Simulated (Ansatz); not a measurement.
Ansatz (a program for electronic structure) input:

Ansatz 0.2 input:
```yaml
crystal:
  lattice:
    - [5.6541515879, 0.0, 0.0]
    - [0.0, 5.6541515879, 0.0]
    - [0.0, 0.0, 5.6541515879]
  atoms:
    - { symbol: Cs, position: [0.0, 0.0, 0.0] }
    - { symbol: Sn, position: [0.5, 0.5, 0.5] }
    - { symbol: Br, position: [0.0, 0.5, 0.5] }
    - { symbol: Br, position: [0.5, 0.5, 0.0] }
    - { symbol: Br, position: [0.5, 0.0, 0.5] }
kpoints:
  mp_grid: { grid: [7, 7, 7] }
hamiltonian:
  xc: lda
  pseudopotentials: { kind: paw }
scf:
  occupations: { method: fermi_dirac, width: 0.1 }
phonons:
  method: dfpt
  response_accuracy: low
  eigenvectors: true
  rigid_motions: translations
```

Output (shortened):

```
Pseudopotential: Cs, paw, valence charge 9
Pseudopotential: Sn, paw, valence charge 14
Pseudopotential: Br, paw, valence charge 7
Functional definition: SPW92
Crystal: 5 atoms, lattice volume = 180.760 Å³
Basis set: ecut = 420 eV, 3575 PW (Γ), exchange–correlation on 80×80×80 points (8 copies of the dense FFT grid, shifted against one another)
Bands: 27, of which v1, the nominal top of the filled ones, is band 22 counted from 1 (21 counted from 0)
Symmetry: 48 space group operations
k-points: 64 of 343 (irreducible under 8 space group operations)
SCF iter   1: F=—  HF=-19471.960702 eV  |F-HF|=—  |Δ(HF+E_count)|=         —  Δρ=4.06e-3  dr2=2.05e-2  ethr=1.77e-3  ⟨swp⟩=6.9  Hψ=8910  notcnv=0
preconditioner: auto → Resta (q_TF=auto, 2.156 Å⁻¹)
SCF iter   2: F=—  HF=-19471.955309 eV  |F-HF|=—  |Δ(HF+E_count)|=   5.39e-3  Δρ=2.10e-3  dr2=6.70e-3  ethr=4.67e-5  ⟨swp⟩=2.3  Hψ=3288  notcnv=0
SCF iter   3: F=—  HF=-19471.953603 eV  |F-HF|=—  |Δ(HF+E_count)|=   1.71e-3  Δρ=3.04e-4  dr2=2.84e-4  ethr=1.52e-5  ⟨swp⟩=2.8  Hψ=3162  notcnv=0
SCF iter   4: F=—  HF=-19471.953573 eV  |F-HF|=—  |Δ(HF+E_count)|=   3.06e-5  Δρ=1.03e-4  dr2=3.02e-5  ethr=6.46e-7  ⟨swp⟩=2.3  Hψ=2971  notcnv=0
SCF iter   5: F=—  HF=-19471.953562 eV  |F-HF|=—  |Δ(HF+E_count)|=   1.04e-5  Δρ=3.66e-5  dr2=2.61e-6  ethr=6.87e-8  ⟨swp⟩=2.0  Hψ=3072  notcnv=0
SCF iter   6: F=—  HF=-19471.953563 eV  |F-HF|=—  |Δ(HF+E_count)|=   3.07e-7  Δρ=5.92e-6  dr2=1.00e-7  ethr=5.93e-9  ⟨swp⟩=2.0  Hψ=2802  notcnv=0
SCF iter   7: F=—  HF=-19471.953563 eV  |F-HF|=—  |Δ(HF+E_count)|=   2.09e-8  Δρ=9.90e-7  dr2=2.64e-9  ethr=2.28e-10  ⟨swp⟩=2.0  Hψ=3064  notcnv=0
SCF iter   8: F=—  HF=-19471.953563 eV  |F-HF|=—  |Δ(HF+E_count)|=  9.39e-10  Δρ=2.10e-7  dr2=7.09e-11  ethr=5.99e-12  ⟨swp⟩=2.2  Hψ=3102  notcnv=0
SCF iter   9: F=-19471.953563 eV  HF=-19471.953563 eV  |F-HF|=0.00e0  |Δ(HF+E_count)|=  2.18e-11  Δρ=4.45e-8  dr2=3.30e-12  ethr=1.00e-12  ⟨swp⟩=9.2  Hψ=10894  notcnv=0
SCF 1 converged in 9 iterations: F = -19471.953563 eV  dr2 = 3.30e-12
DFPT response loops at Γ: preconditioner auto → Kerker (q_TF=auto, 2.156 Å⁻¹) (partly filled bands, converged f_vac=0.030) …
SCF converged after 9 iterations
Free energy (F): -19471.953563 eV
Harris-Foulkes:  -19471.953563 eV  (|F-HF|=0.00e0)
Internal energy: -19471.953125 eV  (E = F + TS)
E sigma→0 (E₀):  -19471.953344 eV
Entropy (-TS):   -0.000437 eV (-0.087 meV/atom)
Fermi energy:    5.298956 eV
--- Per-component energies (eV) ---
  E_band       = -264.950467
  E_kinetic    = 731.613377
  E_local      = -2437.217085  (includes V_loc(G=0)·N_el)
  E_nonlocal   = 219.771959
  E_hartree    = 1085.335154
  E_xc         = -1337.346342
  E_vxc        = -541.775015  (∫ρ·V_xc dr)
  E_paw        = -15375.916963  (= ΣΔE_a)
  E_vpaw       = -408.014037  (= ΣTr[D̂ρ^β])
  E_aug_tail   = -0.000002  (compensation charges beyond the density's cutoff)
  E_ewald      = -2359.508211
  E_core_change = 1.314988  (= ΣΔE_core)
  E_smearing   = -0.000437  (= −TS)
  E_closure    = 0.000000  (closes the sum)
  Σ components = -19471.953563   (vs F -19471.953563, Δ=0.00e0)
  [band-id]    e_kinetic+e_local+e_nonlocal+2·e_hartree+e_vxc+e_vpaw+e_augmentation_tail = -264.950496   (vs E_band -264.950467, Δ=-2.93e-5)
--- Band table (eV; the first three rows and the last of 64) ---
  k-point 0: bands = ["-17.0657", "-16.7937", "-16.7937", "-16.7360", "-16.7360", "-16.7360", "-10.9027", "-10.1965", "-10.1965", "-3.8304", "-3.8304", "-3.8304", "-1.0603", "-0.5374", "-0.5374", "-0.5374", "1.9536", "1.9536", "1.9536", "2.1477", "2.1477", …
  k-point 1: bands = ["-17.0653", "-16.7937", "-16.7916", "-16.7360", "-16.7360", "-16.7360", "-10.8779", "-10.2331", "-10.1959", "-3.8252", "-3.8252", "-3.8239", "-1.6239", "-0.5212", "-0.5212", "0.1787", "1.9157", "1.9186", "1.9186", "2.1110", "2.1110", …
  k-point 2: bands = ["-17.0643", "-16.7937", "-16.7868", "-16.7362", "-16.7362", "-16.7360", "-10.8087", "-10.3289", "-10.1945", "-3.8134", "-3.8134", "-3.8097", "-2.1480", "-0.4832", "-0.4832", "0.9177", "1.8342", "1.8350", "1.8350", "2.0360", "2.0360", …
  k-point 63: bands = ["-17.0601", "-16.7773", "-16.7773", "-16.7367", "-16.7367", "-16.7367", "-10.4793", "-10.4409", "-10.4409", "-4.0745", "-3.8870", "-3.8870", "-3.8774", "1.0608", "1.1120", "1.1120", "1.5616", "1.5616", "2.4927", "2.4927", "2.5311", …
--- Phonons (Γ-DFPT): 4 representative perturbations + reference, on 64 of 343 k-points (Σ response iterations 11) ---
  ASR residual: 3.195e-4 → 0.000e0 eV/Å²; symmetrization residual: 2.211e-4 eV/Å²
  ASR residual per site (eV/Å²): 1.55e-4 2.98e-4 3.20e-4 3.20e-4 3.20e-4
  Γ frequencies (cm⁻¹): 0.00 0.00 0.00 16.84 16.84 16.84 28.64 28.64 28.64 51.90 51.90 51.90 103.38 103.38 103.38
  non-analytic LO–TO correction: not included (Born effective charges unavailable; polar crystals: no LO–TO splitting at Γ)
```

Cost: roughly 2.6 core-minutes on shared cores.

Space group Pm-3m (cubic perovskite). The LDA relaxation kept the symmetry of its start; of distortions, only those at the zone centre were tested. As this level gives no gap, phonon frequencies hold no LO–TO term and depend on the k-mesh and smearing (Fermi–Dirac, 0.1 eV here). Scalar-relativistic: spin–orbit coupling is off unless named, which matters more the heavier the elements.

Potentials: the later of the program's two PAW sets.

Ansatz is a plane-wave DFT program.
